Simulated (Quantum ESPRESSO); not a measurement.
## Pd4CuIr2Rh (different elements on one site, starting from this cell)

Computed values, not a measurement. The program is pw.x of Quantum ESPRESSO 7.5 (plane-wave density functional theory). The cell is made up: eight metal atoms on a face-centred cubic lattice, with elements, volume, strain and displacements drawn at random and not relaxed, so it may be unstable or far from any real phase. PseudoDojo standard norm-conserving files set the functional (PBE unless stated); there is no spin polarisation or spin-orbit coupling, the Fermi-Dirac width of 0.25 eV means electrons at about 2900 K, and the masses in the input are unused placeholders. The copper pseudopotential is less sure than most, with forces differing by about three percent and pressure by about two GPa from a second method on plain copper. The tin pseudopotential is less sure than most, with forces differing by about three percent from a second method on plain tin. Heavy elements are run without spin-orbit coupling, which real alloys of them have. A spin test at this wide smearing found no moment, but such smearing suppresses magnetism that the real alloy may have.

The runs put different elements on site 6. Cell, positions, cutoff, mesh and smearing stay as in the input of run 1; sites are counted in its order. Stress in the tables is positive in tension.

Input of run 1:

```
&control calculation='scf', pseudo_dir='./dojo.nc.sr.pbe.v0_5.standard.upf', outdir='./o', disk_io='minimal', tprnfor=.true., tstress=.true. /
&system ibrav=0, nat=8, ntyp=4, nbnd=88, ecutwfc=92.02030273, nosym=.true., tot_charge=0,
 occupations='smearing', smearing='fd', degauss=0.0183746611
/
&electrons conv_thr=1.470e-08, electron_maxstep=70, mixing_beta=0.5 /
ATOMIC_SPECIES
Cu 1.0 Cu.upf
Ir 1.0 Ir.upf
Pd 1.0 Pd.upf
Rh 1.0 Rh.upf
CELL_PARAMETERS angstrom
-0.0338 1.9366 1.9853
-4.0022 2.0155 -1.9966
-3.9869 -5.896 6.1097
ATOMIC_POSITIONS angstrom
Pd 0.0641 -0.0815 0.0003
Cu -3.9207 -4.0153 4.0931
Ir -3.9335 -1.8428 1.9146
Pd -4.0137 0.0054 0.0388
Ir -1.9738 -1.9966 4.172
Rh -1.9277 0.0421 2.0219
Pd -1.993 1.9699 -0.1105
Pd -6.0461 -1.8663 4.0627
K_POINTS automatic
8 5 3 1 1 1
```

| run | elements on sites 1 to 8 | -TS (eV) | pressure (GPa) | stress xx (GPa) | stress yy (GPa) | stress zz (GPa) | stress yz (GPa) | stress xz (GPa) | stress xy (GPa) | iterations |
| --- | --- | --- | --- | --- | --- | --- | --- | --- | --- | --- |
| 1 | Pd Cu Ir Pd Ir Rh Pd Pd | -2.109 | -9.94 | 11.25 | 8.43 | 10.15 | -0.06 | -1.30 | -2.01 | 24 |
| 2 | Pd Cu Ir Pd Ir Mo Pd Pd | -1.684 | -8.99 | 9.99 | 7.57 | 9.42 | -0.28 | -1.98 | -1.45 | 21 |
| 3 | Pd Cu Ir Pd Ir Sn Pd Pd | -1.480 | -0.07 | 3.91 | -2.38 | -1.31 | -2.91 | -1.68 | -1.11 | 19 |
| 4 | Pd Cu Ir Pd Ir Ga Pd Pd | -1.560 | -8.85 | 11.98 | 6.77 | 7.80 | -0.91 | -1.54 | -0.89 | 19 |
| 5 | Pd Cu Ir Pd Ir Ag Pd Pd | -1.778 | -5.13 | 5.64 | 4.20 | 5.55 | 0.03 | -0.63 | -2.68 | 21 |

Forces Fx Fy Fz (eV/Å):

```
site             run 1             run 2              run 3              run 4              run 5
   1  -0.40 0.56 -0.33  -0.60 0.47 -0.30   -0.25 0.63 -0.47   -0.88 0.21 -0.21    0.05 0.77 -0.51
   2  -0.26 0.51 -0.28  -0.25 0.52 -0.29   -0.26 0.54 -0.31   -0.26 0.52 -0.30   -0.26 0.51 -0.29
   3   0.53 -0.57 0.92   0.84 -0.48 0.82   -0.11 -1.05 1.54    0.62 -0.60 1.10   -0.46 -1.04 1.41
   4   0.23 0.37 -0.11   0.05 0.33 -0.11    0.15 0.54 -0.28    0.05 0.55 -0.35    0.31 0.31 -0.01
   5  -0.67 0.26 -0.86  -0.59 0.54 -1.20  -0.84 -0.25 -0.46  -0.76 -0.01 -0.68  -0.80 -0.05 -0.56
   6  -0.88 -0.60 0.26  -0.95 -0.62 0.39  -0.22 -0.10 -0.23   -0.22 -0.16 0.04  -0.25 -0.13 -0.26
   7   0.69 -0.19 0.35   0.76 -0.38 0.54     0.74 0.01 0.15    0.67 -0.20 0.36    0.63 -0.05 0.18
   8   0.76 -0.33 0.06   0.74 -0.37 0.14    0.80 -0.31 0.05    0.77 -0.32 0.05    0.77 -0.32 0.04
```

Energies are left out, as each element's file has its own zero. A rerun of one cell of this series at a higher cutoff and on a denser mesh moved values by no more than 0.010 eV in energy, 0.12 GPa in stress and 0.017 eV/Å in force, and a second program with other atomic files agreed on that cell to 2 % rms in force and 0.5 GPa in pressure.